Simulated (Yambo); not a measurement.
Yambo run on SrAlSiH (space group P3m1, No. 156). The wavefunctions are PBEsol (Quantum ESPRESSO, PseudoDojo norm-conserving, 72 Ry, without SOC) ones on a 3×3×2 mesh (9 occupied bands); a = 4.207 Å, b = 4.207 Å, c = 4.786 Å, α = 90.00°, β = 90.00°, γ = 120.00°.

Yambo input:

```
rim_cut
gw0
dyson
el_el_corr
HF_and_locXC
mpa
em1d
RandQpts= 1000000
RandGvec= 1 Ry
EXXRLvcs= 72 Ry
VXCRLvcs= 288 Ry
Chimod= "HARTREE"
% BndsRnXm
 1 | 136 |
%
NGsBlkXm= 8 Ry
% LongDrXm
 1.0 | 1.0 | 1.0 |
%
EnSampXm= "2l"
EnGridXm= "lP"
% EnRngeXm
 0.0 | 40.0 | eV
%
% ImRngeXm
 2.72114 | 27.21138 | eV
%
% DmRngeXm
 0.02721 | 2.72114 | eV
%
ETStpsXm= 8
IntSolXm= "PT"
% GbndRnge
 1 | 136 |
%
GTermKind= "none"
DysSolver= "n"
ExtendOut
% QPkrange
 2 | 2 | 9 | 10 |
 3 | 3 | 10 | 10 |
%
```

k points by index: 2 = A, 3 = (0, 0.333, 0).

Table of the .qp output:

```
#    K-point    Band    Eo [eV]    E [eV]    E-Eo [eV]    Vxc [eV]    Vnlxc [eV]    Sc|Eo [eV]    Sc|E [eV]    dSc/dw|Eo [eV]    Re(Z)    Im(Z)
#
    2    9    0.000000    -0.437824    -0.437824    -10.41009    -11.77108    0.774187    0.923169    -9.251408    0.746268    -0.002772
    2    10    1.519477    1.743300    0.223824    -9.700546    -5.445156    -3.960379    -4.031567    -8.654137    0.758688    -0.003694
    3    10    0.809730    0.886609    0.076879    -9.242908    -5.473734    -3.667935    -3.692295    -8.616218    0.759495    -0.003216
```
(The two width columns are left out.) Convergence of these settings isn't established.

Geometry relaxed with PBEsol.

The structure is a Materials Project entry; no match was found in the copy of COD used, and its stability was not checked.
